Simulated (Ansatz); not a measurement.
# K$_{2}$AgBiCl$_{6}$: a fit and a missing row

K$_{2}$AgBiCl$_{6}$, Fm-3m, a = 10.705 Å. The structure is a Materials Project entry; whether it is the stable form wasn't checked. Ansatz: r2SCAN, PAW, 500 eV, Γ-centred 6×6×6 mesh on 10 atoms, Gaussian smearing 0.02 eV; no spin polarisation. Shape and atoms are relaxed at each volume; pressure is positive in compression.

| V (Å³/atom) | P (GPa) |
| --- | --- |
| 28.831 | 2.09 |
| 29.751 | 0.95 |
| 30.672 | 0.00 |
| 31.592 | -0.77 |
| 32.512 | ? |

Task: Take V0 = 30.672 Å³/atom, fit the third-order Birch–Murnaghan form to the other rows, and predict the missing pressure.

Result: With the Eulerian strain f = ½[(V0/V)^(2/3) − 1] and y = P/[3f(1 + 2f)^(5/2)], the form is the line y = B0 + 1.5 B0 (B0′ − 4) f. Rows (f, y): 0.02106, 29.84; 0.01027, 29.31; -0.00975, 27.65. Means f = 0.007193, y = 28.933; Σ(Δf)² = 0.0004888, ΣΔfΔy = 0.03548; the slope is their ratio. y = 28.41 + 72.57 f GPa, so B0 = 28.4 GPa and B0′ = 4 + 2 × (72.57)/(3 × 28.41) = 5.70. At V = 32.512, f = -0.01905, y = 27.028 and P = -1.40 GPa. The run gave -1.40 GPa, the same to the digits shown. The form still works here, 33 % of the fitted range beyond its end.

Spin–orbit coupling is left out, which can shift energies with elements as heavy as these.

Cost: 5 runs of about 12 core-minutes in all, on Arm Neoverse V2 (shared hosts).